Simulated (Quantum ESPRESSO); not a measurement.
# Strain and stress in PSi6Ga

These are calculations, not measurements. They come from pw.x of Quantum ESPRESSO 7.5, a plane-wave density functional program, with PseudoDojo standard norm-conserving files (v0.5 for PBE, v0.4.1 for LDA and PBEsol). The cells are made up: elements, strain and atom displacements were drawn at random, and nothing was relaxed. There is no spin polarisation, spin-orbit coupling or dispersion term.

The cell has 8 sites of a zincblende or diamond lattice. Sites 1 to 4 hold P Si Si Si; sites 5 to 8 hold Si Ga Si Si. Cell vectors in Å: (5.507, 0.000, 0.000); (0.000, 5.507, 0.000); (0.000, 0.000, 5.507). Settings: PBE, cutoff 1088 eV, 6 x 6 x 6 k mesh shifted by half a step, Fermi-Dirac smearing of 0.1 eV.

Each run adds a strain along z to one cell, with the atoms carried along; the vectors above are those of run 4. Stress is positive in tension and P is minus a third of its trace. E is the free energy for each atom above the lowest run shown.

```
run  strain (%)  s_xx (GPa)  s_yy (GPa)  s_zz (GPa)  s_xy (GPa)  P (GPa)  E (meV/atom)
  1       -2.35       -0.06       -0.10       -1.72       -1.43     0.63          1.43
  2       -1.68        0.33        0.29       -0.83       -1.37     0.07          0.30
  3       -0.82        0.80        0.76        0.30       -1.30    -0.62          0.00
  5        0.21        1.32        1.27        1.63       -1.22    -1.41          1.27
  6        0.54        1.48        1.42        2.06       -1.20    -1.65          2.06
  7        1.38        1.85        1.79        3.12       -1.13    -2.25          4.90
  4        0.00           ?           ?           ?           ?        ?             ?
```

A rerun of one of these cells at 1377 eV and k mesh 8 x 8 x 8 moved values by no more than 0.002 eV in the cell's energy, 0.03 GPa in stress and 0.003 eV/Å in force.

## Worked fit

A parabola through the six runs shown gives s_zz = 1.36 + 1.29 e - 0.010 e² GPa, with e in per cent and a scatter of 0.01 GPa. The slope is a stiffness of 129 ± 1 GPa for each unit of this strain at e = 0. The atoms are clamped, and relaxing them would in general lower it. The error is the larger of the fit's own and the change that a cubic makes, rounded up.

## Withheld run

Question: what s_zz should run 4 give?

The fit gives 1.36 GPa. The calculation gave 1.36 GPa.

```
run  strain (%)  s_xx (GPa)  s_yy (GPa)  s_zz (GPa)  s_xy (GPa)  P (GPa)  E (meV/atom)
  4        0.00        1.22        1.17        1.36       -1.24    -1.25          0.87
```